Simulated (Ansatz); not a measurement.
## rocksalt-structured DyBi

Level of theory: DFT, PBEsol, scalar-relativistic, collinear spin; plane waves to 420 eV with PAW datasets (Ansatz 0.2.0), 8×8×8 k-mesh, Gaussian smearing of 0.05 eV; PAW files: Ansatz's generated set soft_2.

```
Dy Bi
1.0
     0.00000    3.14296    3.14296
     3.14296    0.00000    3.14296
     3.14296    3.14296    0.00000
Dy Bi
1 1
Direct
  0.50000 0.50000 0.50000
  0.00000 0.00000 0.00000
```

The cell was built from a prototype; rock salt is the usual structure of such lanthanide and actinide compounds.

Magnetic state: ferromagnetic, site spin moments Dy 4.71 μB.

Cell and atoms are those of this level's equilibrium.

The electronic state has lower symmetry than the lattice and leaves a non-hydrostatic stress of up to 0.2 GPa in this cell.

Path: Γ–X–U | K–Γ–L–W–X, with Γ = (0.000, 0.000, 0.000), X = (0.500, 0.000, 0.500), U = (0.625, 0.250, 0.625), K = (0.375, 0.375, 0.750), L = (0.500, 0.500, 0.500), W = (0.500, 0.250, 0.750) in reciprocal vectors of the calculation's cell.

Task: Is it a metal or an insulator, and if it has a gap, where are the band edges on this path?

Result: A metal: bands cross the Fermi level.

Bands as a text map, energy in eV from the Fermi level (dashes), each leg drawn with the same width, + spin up, o spin down, # both:
```
  4.86 |     ooooooooo##o    o    o  +    o++#oooooooooo
  4.57 |    o      oo#oooo   #           o+   +++++#o   
  4.29 | o o++++++#+#+##+#o      o+   o  +ooo#++++#++#++
  4.00 | +  oooooo #++++#+#o +   #    #ooo  + o  o ++ oo
  3.71 |   +o#   +#+  +++o+o         oo+##++ + ooo#oo+  
  3.43 |  oo+ ###o+       ++o o  +  o ++++oooo##+++  o##
  3.14 |oo#++++ ++       #o+#o#o#    #   ++ooo  #  ++++ 
  2.86 |+#++   +         ++o+#++   o#+     ++++++o     +
  2.57 |+#                  ##+++ o#        +           
  2.29 | +              o  + #o oo#++            +o     
  2.00 |oo            oo+   ++#o+++               +o    
  1.71 |++o          o++      #+#                       
  1.43 |+o+o       oo+        o+#o                 +o   
  1.14 | #ooooooooo +        o+ +o                  +ooo
  0.86 |ooo#oooooo##oooooo  oooooooooooooooooooooooooooo
  0.57 |oo#o#oooo#ooooooooooo#ooo# oooooooooooooooooo#oo
  0.29 |o#o+o####ooo        oooooooo                  ##
  0.00 |--oo#####oooooooooooo----+#ooooooooooooooooooo##
 -0.29 |oooooooo++++        ##ooooo+                 +#o
 -0.57 | o oooooo#oo#+      o    o o                 #oo
 -0.86 |  +       #  o###oo# o      #o              #   
 -1.14 |  o        #     +#       #  +#######o     #    
 -1.43 |            o     + +            +#o +o  o#     
 -1.71 |   +        +o   #  o              +######      
 -2.00 |   o        o#oo#          #          #++#oo    
 -2.29 |    # o#####++++   #                 o    ++####
 -2.57 |     #+         #           +        +          
 -2.86 |+++++++++++++++++##+++++++++#+++++++#+++++++++++
        Γ      X      UK       Γ       L       W       X
```

Formal charges Dy³⁺, Bi³⁻ leave Dy³⁺ with an open 4f⁹ shell. Nothing in this functional splits the part-filled shell enough, so f states lie at the Fermi level. Apart from the f shell, rare-earth antimonides and bismuthides of this kind are mostly semimetals, since the Dy 5d band overlaps the anion's p band.

Without a U the open 4f shell is pinned at the Fermi level, an artefact: in the real crystal it splits into occupied and empty levels away from it, and its large orbital moment is missing here. Scalar-relativistic only: spin–orbit splittings of the heavy atoms' levels are missing. The run wasn't fully tested for a lower electronic state. The order of the orbitals lowers the symmetry, along an axis that is one of several equivalent ones. Site moments are of spin, integrated over atomic spheres. Only parallel moments were tried, so the real magnetic order may be another.

A lower state of the open shells can't be excluded, and forces and pressures are less sure for it.
